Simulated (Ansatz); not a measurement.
Level of theory: DFT PBE, scalar-relativistic, plane waves, PAW (Ansatz). Settings: cutoff 420 eV, Γ-centred meshes spaced at most about 0.3 Å⁻¹, and about 0.25 Å⁻¹ or finer for metals (2π included), Gaussian smearing. No spin polarisation in the final relaxations.

All energies are static (0 K, no zero-point motion).

Two forms of B3N2Cl were relaxed alike.

1.

```
CELL_PARAMETERS angstrom
3.49363 0.00000 0.00000
0.00000 3.49363 0.00000
0.00000 0.00000 5.54101
ATOMIC_POSITIONS crystal
B 0.00000 0.50000 0.86266
B 0.50000 0.00000 0.86266
B 0.00000 0.00000 0.61863
N 0.00000 0.50000 0.61716
N 0.50000 0.00000 0.61716
Cl 0.50000 0.50000 0.04731
```

2.

```
CELL_PARAMETERS angstrom
1.69913 0.98100 6.56680
-1.69913 0.98100 6.56680
0.00000 -1.96199 6.56680
ATOMIC_POSITIONS crystal
B 0.00000 0.50000 0.50000
B 0.50000 0.50000 0.00000
B 0.50000 0.00000 0.50000
N 0.04921 0.04921 0.04921
N 0.95079 0.95079 0.95079
Cl 0.50000 0.50000 0.50000
```

**Question.** Which would you expect to be lower, and how large is the difference?

**Answer.** Cell 1 is lower, by 273 meV/atom. Cell 1 has space group P4mm (No. 99), 11.3 Å³/atom and no gap on its mesh; cell 2 has space group R-3m (No. 166), 10.9 Å³/atom and no gap. Counting B or N atoms around Cl (for each partner element, those within 1.25 times its shortest distance or 1.15 times the sum of covalent radii, where it is the nearest in units of that sum or under 1.3; the shortest distance is added where it exceeds 1.18 times the sum of covalent radii), cell 1 has Cl 4 and cell 2 has Cl 6 from 3.0 Å. Cell 2 holds B–B nets (shortest 1.70 Å); in cell 1 the shortest B–B distance is 2.21 Å, near bonding range too. Even the lower one lies +1.16 eV/atom against the reference forms of the elements (uncorrected), so neither is stable at this level. In cell 1, B on a site of symmetry 2mm is surrounded by 1 N at 1.36 Å, 2 Cl at 2.02 Å and 2 B at 2.21 Å; N has 1 B at 1.36 Å and 2 B at 1.75 Å; Cl has 4 B at 2.02 Å; 1 more site not described. In cell 2, B is surrounded by 4 B at 1.70 Å, 4 N at 1.96 Å, 4 B at 2.94 Å, 4 N at 3.10 Å, 6 B at 3.40 Å and 2 Cl at 3.43 Å; around N lie 1 N at 1.94 Å, 6 B at 1.96 Å and 3 Cl at 3.03 Å; Cl is surrounded by 6 N at 3.03 Å, 6 Cl at 3.40 Å and 6 B at 3.43 Å (long against the sum of covalent radii). Both come from invented guesses. A third cell relaxed alike, in P-4m2, lies 0.93 eV/atom below the lower of the two.

No dispersion correction is applied, so the spacing and binding between layers, chains or molecules are poorly described (P4mm, R-3m), and this can change margins and order among such cells. A magnetic state wasn't ruled out in cells without spin, among them P4mm, R-3m. Cells relaxed within their symmetry can be saddle points.
